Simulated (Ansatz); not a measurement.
Relaxed-ion elastic tensor of Pt (fcc (Cu type), Fm-3m) in GPa (Voigt order), LDA (plane waves, PAW; program Ansatz); density 21.95 g/cm³, 14.76 Å³ per atom.

```json
[
 {"": "1", "1": "383", "2": "269", "3": "269", "4": "0.0", "5": "0.0", "6": "0.0"},
 {"": "2", "1": "269", "2": "383", "3": "269", "4": "0.0", "5": "0.0", "6": "0.0"},
 {"": "3", "1": "269", "2": "269", "3": "383", "4": "0.0", "5": "0.0", "6": "0.0"},
 {"": "4", "1": "0.0", "2": "0.0", "3": "0.0", "4": "91.2", "5": "0.0", "6": "0.0"},
 {"": "5", "1": "0.0", "2": "0.0", "3": "0.0", "4": "0.0", "5": "91.2", "6": "0.0"},
 {"": "6", "1": "0.0", "2": "0.0", "3": "0.0", "4": "0.0", "5": "0.0", "6": "91.2"}
]
```

Q: Is the crystal mechanically stable?

A: Yes: the smallest eigenvalue of C is 91.2 GPa.

Q: Work out the Voigt, Reuss and Hill averages.

A: K_V = 307, K_R = 307, K_H = 307; G_V = 77.5, G_R = 73.5, G_H = 75.5 GPa.

Q: Give Young's modulus, Poisson's ratio, Pugh's ratio and the universal anisotropy index.

A: E = 9KG/(3K + G) = 209 GPa; ν = 0.39; K/G = 4.07 (ductile by the Pugh limit of 1.75); A_U = 5G_V/G_R + K_V/K_R − 6 = 0.27.

Q: Estimate the sound speeds and the Debye temperature.

A: v_l = √((K + 4G/3)/ρ) = 4310 m/s, v_t = √(G/ρ) = 1850 m/s, mean 2100 m/s; Θ = (h/k)(3n/4πV)^(1/3) v_m = 254 K.

Q: Give the Zener ratio and Young's modulus along [100], [110] and [111].

A: A = 2C44/(C11 − C12) = 1.60; 1/E = S11 − 2(S11 − S12 − S44/2)Γ with Γ = 0, 1/4, 1/3 gives 161, 219, 249 GPa.

Q: Solve the Christoffel equation for the three sound speeds along [100], [110], [111].

A: Eigenvalues of C_ijkl n_j n_l equal ρv². In km/s, slowest first: [100] 2.04, 2.04, 4.18; [110] 1.61, 2.04, 4.36; [111] 1.76, 1.76, 4.42.

The LDA relaxation kept the symmetry of its start. The run is not spin-polarised. As this level gives no gap, shear constants depend on the k-mesh and smearing (Fermi–Dirac, 0.1 eV here). On the denser mesh and wider smearing of the elastic run this cell carries a stress of 0.4 GPa. Scalar-relativistic: spin–orbit coupling is off unless named, which matters more the heavier the elements.

Potentials: the later of the program's two PAW sets.
